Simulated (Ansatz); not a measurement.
HfSi:
```
CELL_PARAMETERS angstrom
      0.00000     2.67769     2.67769
      2.67769     0.00000     2.67769
      2.67769     2.67769     0.00000
ATOMIC_POSITIONS crystal
  Si 0.00000 0.00000 0.00000
  Hf 0.50000 0.50000 0.50000
```

Relaxed with PBE. Special points in fractions of this cell's reciprocal vectors: Γ (0.000, 0.000, 0.000); X (0.500, 0.000, 0.500); U (0.625, 0.250, 0.625); K (0.375, 0.375, 0.750); L (0.500, 0.500, 0.500); W (0.500, 0.250, 0.750).

Task: List the band energies nearest the Fermi level at these points for PBE in the plane-wave PAW code Ansatz.

Result: In eV from the Fermi level; about four levels below and three above (degenerate sets whole), none deeper than 8.9 eV; points with the same levels are listed once.

```csv
k,below,above
Γ,–,0.17 0.17 0.17
X,-7.81 -3.12 -1.94,0.16 0.16 2.12
U,-7.31 -3.42 -3.01 -1.20,0.50 3.35 3.79
L,-6.89 -5.54 -2.13 -2.13,3.16 3.16 3.59
W,-7.22 -2.86 -2.86 -2.65,2.35 2.66 2.66
```

Space group Fm-3m (rock salt). A made-up cell: these elements were put on the sites of a structure type; neither database checked (COD, Materials Project) lists it. COD files the formula under space group No. 62, so this cell is another polymorph or a model. Its standing as an ambient phase is unchecked. The cell was relaxed with PBE under the symmetry of its start; its stability against distortions is not shown here. No spin polarisation was allowed. Scalar-relativistic: spin–orbit coupling is off unless named, which matters more the heavier the elements.

Potentials: the later of the program's two PAW sets.
